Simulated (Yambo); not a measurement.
AgBr is taken in the cubic space group Fm-3m (No. 225), the rock salt structure, Pearson symbol cF8. Cell: a = b = c = 5.6749 Å, α = β = γ = 90.00°. Br on 4b is surrounded by 6 Ag at 2.837 Å (octahedral). Ag on 4a is coordinated by 6 Br at 2.837 Å (octahedral). (Neighbours: up to the widest gap in distance over summed covalent radii, below 1.35, at either atom; cation-cation contacts left out.)
(The calculation used a cell of 2 atoms; values per cell refer to that cell.)

AgBr (rock salt, space group Fm-3m, No. 225) under isotropic strain (on all lattice vectors), counted from the cell relaxed with PBEsol, atoms relaxed at each step. PBEsol (pw.x of Quantum ESPRESSO, ONCV potentials, scalar-relativistic); G0W0 in Yambo (4×4×4 Γ-centred k mesh, bands 5 to 114 and a 10 Ry block in the screening, 114 bands in G with the Bruneval-Gonze terminator, plasmon pole fitted at 27.2 eV).

Unstrained, the direct gap at Γ is 2.57 eV in PBEsol and 3.90 eV in G0W0.

How fast does it move with strain?

Between -0.7 % and +1 % the direct gap at Γ has a volume deformation potential dE/dlnV of -3.4 eV in G0W0 and -3.6 eV in PBEsol. (G0W0: 3.975 eV at -0.7 %, 3.800 eV at +1 %; Δ ln V = 3 ln(1.01/0.993) = 0.0509.) Convergence of the GW settings isn't established. Spin-orbit splittings are left out.
